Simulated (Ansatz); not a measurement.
**Ca₂SiS₆ (Fm-3m)**

All numbers below come from DFT PBE, scalar-relativistic, plane waves, PAW (Ansatz).

Cutoff 420 eV; k points 8×8×8 on the computed 9-atom cell (Γ-centred); Gaussian smearing, width 0.10 eV; no spin polarisation.

The structure is relaxed at this level of theory with its symmetry kept, and needn't be the ground state of this composition.

```cif
data_structure
_symmetry_space_group_name_H-M 'P 1'
_symmetry_Int_Tables_number 1
_cell_length_a 6.3696
_cell_length_b 6.3696
_cell_length_c 6.3696
_cell_angle_alpha 60.000
_cell_angle_beta 60.000
_cell_angle_gamma 60.000
_cell_volume 182.74
loop_
_atom_site_label
_atom_site_type_symbol
_atom_site_fract_x
_atom_site_fract_y
_atom_site_fract_z
_atom_site_occupancy
Ca1 Ca 0.25000 0.25000 0.25000 1
Ca2 Ca 0.75000 0.75000 0.75000 1
Si1 Si 0.00000 0.00000 0.00000 1
S1 S 0.75200 0.24800 0.24800 1
S2 S 0.24800 0.75200 0.75200 1
S3 S 0.24800 0.75200 0.24800 1
S4 S 0.75200 0.24800 0.75200 1
S5 S 0.24800 0.24800 0.75200 1
S6 S 0.75200 0.75200 0.24800 1
```

| Item | Value |
| --- | --- |
| Space group | Fm-3m (No. 225) |
| Volume per atom | 20.30 Å³ |
| Formation energy from the elements' standard states (uncorrected) | -0.661 eV/atom |
| Kohn–Sham band gap | none (metal) |
| Density of states at the Fermi level | 8.4 states/eV per cell |
| Orbital (Löwdin) character within 0.5 eV of the Fermi level | S 3p 94 % |
| Bader charge by site (e) | Ca (2 in the cell) 1.54, Si (1 in the cell) 2.53, S (6 in the cell) -0.94 |

Spin polarisation was left out, and a magnetic state may lie lower.

The cell was found from a structure generator's guess, not taken from experiment. Löwdin shares on free-atom orbitals overweight diffuse shells.
